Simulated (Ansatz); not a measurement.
CdIn₂Te₄:
Space group I-4 (No. 82); a = b = 6.361 Å, c = 12.581 Å, α = β = γ = 90.00°

| atom | site | symmetry | x | y | z |
|---|---|---|---|---|---|
| Cd | 2a | -4.. | 0.0000 | 0.0000 | 0.0000 |
| In | 2b | -4.. | 0.0000 | 0.0000 | 0.5000 |
| In | 2d | -4.. | 0.5000 | 0.0000 | 0.2500 |
| Te | 8g | 1 | 0.2273 | 0.2678 | 0.3639 |
(The calculation used a cell of 7 atoms; values per cell refer to that cell.)

Relaxed with r²SCAN. The program Ansatz at the r²SCAN level (PAW) gives a gap of 1.35 eV.

What gap does HSE06 give on the same cell (Ansatz, PAW)?

1.66 eV, 0.31 eV more. The hybrid was solved on a coarser mesh and at special points; its gap is the smallest among all of these.

Cost on shared cores: the r²SCAN run (SCF on a 6×6×6 mesh, then bands and DOS) very roughly 6 core-minutes, the HSE06 run (SCF on 4×4×4, then a few points) around 5 core-minutes (rough); the tasks are unlike.

The first step of the workflow began from a Materials Project structure, measured or hypothetical; the Crystallography Open Database files this formula in space group No. 82, but the cells were not matched. Its standing as an ambient phase is unchecked. The cell was relaxed with r²SCAN under the symmetry of its start; its stability against distortions is not shown here. Spin–orbit coupling is left out wherever it is not named.

Potentials: the later of the program's two PAW sets.
